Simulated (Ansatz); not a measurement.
**Does this entry for CsCa2Ta3O10 lie near equilibrium?**

The cell is an entry of the Crystallography Open Database (COD), taken as it stands.

Space group P4/mmm (No. 123); a = 3.8659, c = 15.2538 Å.

| site | Wyckoff | site symmetry | x | y | z |
| --- | --- | --- | --- | --- | --- |
| Cs | 1d | 4/mmm | 0.5000 | 0.5000 | 0.5000 |
| Ca | 2h | 4mm | 0.5000 | 0.5000 | 0.1460 |
| Ta4 | 1a | 4/mmm | 0.0000 | 0.0000 | 0.0000 |
| Ta5 | 2g | 4mm | 0.0000 | 0.0000 | 0.2788 |
| O7 | 4i | 2mm. | 0.0000 | 0.5000 | 0.2550 |
| O11 | 2g | 4mm | 0.0000 | 0.0000 | 0.1250 |
| O13 | 2g | 4mm | 0.0000 | 0.0000 | 0.3910 |
| O15 | 2f | mmm. | 0.0000 | 0.5000 | 0.0000 |

One atom of each set is listed.

Computed with Ansatz: DFT, PBE, plane waves and PAW (field gradients read without the response of the frozen cores, which leaves them typically 4 to 6 % off), scalar-relativistic, 420 eV cutoff, Γ-centred 5×5×2 k-points, Fermi–Dirac smearing 0.02 eV.

Problem. Do the atoms and the cell lie near the calculated equilibrium?

Solution. No. The largest force is 4.0 eV/Å, on atom 14 (O: 1 Ta at 1.71 Å; also 4 Cs at 3.20 Å), and the pressure is 12.6 GPa. Such values can come from a cell under pressure, imprecise or misplaced coordinates, missing atoms or a wrong setting of the space group; the run alone doesn't tell which, and gradients calculated on this entry can't be taken for those of the compound at ambient conditions.
